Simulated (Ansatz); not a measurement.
Relaxed-ion elastic tensor of SnTe (rock salt, space group No. 225) in GPa (Voigt order), DFT-PBE in the program Ansatz with PAW potentials; density 6.21 g/cm³, 32.91 Å³ per atom.

```
 116   4.0   4.0   0.0   0.0   0.0
 4.0   116   4.0   0.0   0.0   0.0
 4.0   4.0   116   0.0   0.0   0.0
 0.0   0.0   0.0  16.6   0.0   0.0
 0.0   0.0   0.0   0.0  16.6   0.0
 0.0   0.0   0.0   0.0   0.0  16.6
```

Question: Is the crystal mechanically stable?

Answer: Yes: the smallest eigenvalue of C is 16.6 GPa.

Question: Work out the Voigt, Reuss and Hill averages.

Answer: K_V = 41.2, K_R = 41.2, K_H = 41.2; G_V = 32.3, G_R = 23.1, G_H = 27.7 GPa.

Question: Give Young's modulus, Poisson's ratio, Pugh's ratio and the universal anisotropy index.

Answer: E = 9KG/(3K + G) = 67.8 GPa; ν = 0.23; K/G = 1.49 (brittle by the Pugh limit of 1.75); A_U = 5G_V/G_R + K_V/K_R − 6 = 1.99.

Question: Estimate the sound speeds and the Debye temperature.

Answer: v_l = √((K + 4G/3)/ρ) = 3550 m/s, v_t = √(G/ρ) = 2110 m/s, mean 2340 m/s; Θ = (h/k)(3n/4πV)^(1/3) v_m = 217 K.

Question: Give the Zener ratio and Young's modulus along [100], [110] and [111].

Answer: A = 2C44/(C11 − C12) = 0.30; 1/E = S11 − 2(S11 − S12 − S44/2)Γ with Γ = 0, 1/4, 1/3 gives 115, 52.0, 43.9 GPa.

Space group Fm-3m (rock salt). The PBE relaxation kept the symmetry of its start. At this level the phase is dynamically unstable (imaginary phonons). Scalar-relativistic: spin–orbit coupling is off unless named, which matters more the heavier the elements.

Potentials: the later of the program's two PAW sets.
